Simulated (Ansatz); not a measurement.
Y$_{3}$Au$_{2}$:
```yaml
crystal:
  lattice:
    - [8.12547, 0.00000, 0.00000]
    - [0.00000, 8.12547, 0.00000]
    - [0.00000, 0.00000, 3.82572]
  atoms:
    - { symbol: Au, position: [0.63439, 0.13439, 0.00000] }
    - { symbol: Au, position: [0.86561, 0.63439, 0.00000] }
    - { symbol: Au, position: [0.36561, 0.86561, 0.00000] }
    - { symbol: Au, position: [0.13439, 0.36561, 0.00000] }
    - { symbol: Y, position: [0.00000, 0.00000, 0.00000] }
    - { symbol: Y, position: [0.50000, 0.50000, 0.00000] }
    - { symbol: Y, position: [0.16142, 0.66142, 0.50000] }
    - { symbol: Y, position: [0.33858, 0.16142, 0.50000] }
    - { symbol: Y, position: [0.83858, 0.33858, 0.50000] }
    - { symbol: Y, position: [0.66142, 0.83858, 0.50000] }
```

Relaxed with r²SCAN.

### Question
Map the electron localisation function on the plane through (0.634, 0.134, 0.000) spanned by u = [0, 0, 1] and v = [1, 1, 0] in lattice vectors, from r²SCAN in the plane-wave PAW code Ansatz.

### Answer
x is the fraction of u, y of v (the angle between them is 90°; rows are the nearest grid lines); atoms in the plane: Au at (0.00, 0.00), Au at (0.00, 0.73), Y at (0.50, 0.53), Y at (0.50, 0.20).
```
y \ x   0.000  0.105  0.158  0.263  0.368  0.474  0.526  0.632  0.737  0.842  0.895   1.00
------  -----  -----  -----  -----  -----  -----  -----  -----  -----  -----  -----  -----
1.00    0.808  0.617  0.554  0.375  0.293  0.204  0.204  0.293  0.375  0.554  0.617  0.808
0.925   0.410  0.362  0.330  0.350  0.311  0.154  0.154  0.311  0.350  0.330  0.362  0.410
0.850   0.264  0.288  0.312  0.331  0.199  0.076  0.076  0.199  0.331  0.312  0.288  0.264
0.775   0.594  0.534  0.479  0.354  0.326  0.200  0.200  0.326  0.354  0.479  0.534  0.594
0.700   0.644  0.569  0.517  0.340  0.287  0.189  0.189  0.287  0.340  0.517  0.569  0.644
0.625   0.403  0.418  0.412  0.195  0.098  0.169  0.169  0.098  0.195  0.412  0.418  0.403
0.550   0.241  0.101  0.069  0.603  0.857  0.640  0.640  0.857  0.603  0.069  0.101  0.241
0.450   0.336  0.281  0.190  0.102  0.466  0.726  0.726  0.466  0.102  0.190  0.281  0.336
0.375   0.280  0.298  0.317  0.322  0.173  0.064  0.064  0.173  0.322  0.317  0.298  0.280
0.300   0.331  0.319  0.276  0.106  0.117  0.258  0.258  0.117  0.106  0.276  0.319  0.331
0.225   0.175  0.077  0.060  0.615  0.856  0.608  0.608  0.856  0.615  0.060  0.077  0.175
0.150   0.468  0.311  0.153  0.260  0.805  0.852  0.852  0.805  0.260  0.153  0.311  0.468
0.0750  0.435  0.400  0.369  0.347  0.172  0.062  0.062  0.172  0.347  0.369  0.400  0.435
0.000   0.808  0.617  0.554  0.375  0.293  0.204  0.204  0.293  0.375  0.554  0.617  0.808
```

The density is the valence pseudo-density with augmentation charge, so density and ELF within about 1 Å of a nucleus are not all-electron values.

Space group P4/mbm. The workflow started from an entry of the Crystallography Open Database (COD, 293 K). Whether it is the stable phase at ambient conditions was not checked. The r²SCAN relaxation kept the symmetry of its start; whether a distortion lowers the energy is not shown. No spin polarisation was allowed. Scalar-relativistic: spin–orbit coupling is off unless named, which matters more the heavier the elements.

Potentials: the later of the program's two PAW sets.
